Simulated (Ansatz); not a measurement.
A geometry of ZnSiP2 away from equilibrium: step 3 of the relaxation of a relaxed ZnSiP2 cell, doubled along one cell vector, shaken by Gaussian noise of σ = 0.08 Å a coordinate. The numbers are results of r2SCAN (plane waves to 500 eV, PAW, scalar-relativistic; Ansatz, a first-principles code), not measurements. Γ-centred k-mesh 6×3×5 on the run's cell (coarser than for final values), Fermi–Dirac smearing 0.05 eV. The plane waves were selected for a different cell earlier on the path.

```xyz
8
Lattice="4.5026 0.0564 0.0426 -4.4049 7.6657 -0.0227 0.0437 0.0118 4.4562" Properties=species:S:1:pos:R:3 pbc="T T T"
P      2.2649     1.2567     2.2762
P     -0.1728     5.0334     2.1109
P      0.0390    -0.0179     1.9815
P     -2.1396     3.8865     2.3562
Si     2.0836     1.4821     0.0553
Si     0.5518     5.1630    -0.0847
Zn     0.0284     2.4932     2.4415
Zn    -2.1852     6.4833     2.2224
```

Question: What forces act on the atoms (eV/Å)?

Answer: 
| atom | Fx | Fy | Fz |
|---|---|---|---|
| P1 | 0.45 | -0.17 | 0.07 |
| P2 | -0.49 | -0.26 | 0.48 |
| P3 | 0.09 | -0.23 | -0.48 |
| P4 | -0.32 | 0.23 | 0.16 |
| Si5 | -0.56 | 0.69 | -0.07 |
| Si6 | 1.08 | 0.20 | -0.56 |
| Zn7 | 0.02 | -0.19 | 0.32 |
| Zn8 | -0.25 | -0.27 | 0.09 |

The path ends in P1 (No. 1). No spin polarisation in the result.

The end of the path is a generated cell of ZnSiP2: the first start was made by a random draw of sites in a space group, and the end was not matched to a known phase here, so it may be hypothetical.
